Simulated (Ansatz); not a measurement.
Data:

Si:
```xyz
2
Lattice="0.0000 2.7010 2.7010 2.7010 0.0000 2.7010 2.7010 2.7010 0.0000" Properties=species:S:1:pos:R:3 pbc="T T T"
Si     2.7010     2.7010     2.7010
Si     4.0516     4.0516     4.0516
```

This is the LDA-relaxed structure.

Question: All from the program Ansatz at the LDA level (PAW), unless another level is named. Give the band gap.

Answer: 0.44 eV (indirect).

Question: What about the valence-band maximum?

Answer: at Γ.

Question: Predict the conduction-band minimum.

Answer: on the Γ–X line, 84 % of the way from Γ (6 equivalent valleys).

Space group Fd-3m (diamond). Symmetry was held in the LDA relaxation.

Potentials: the later of the program's two PAW sets.
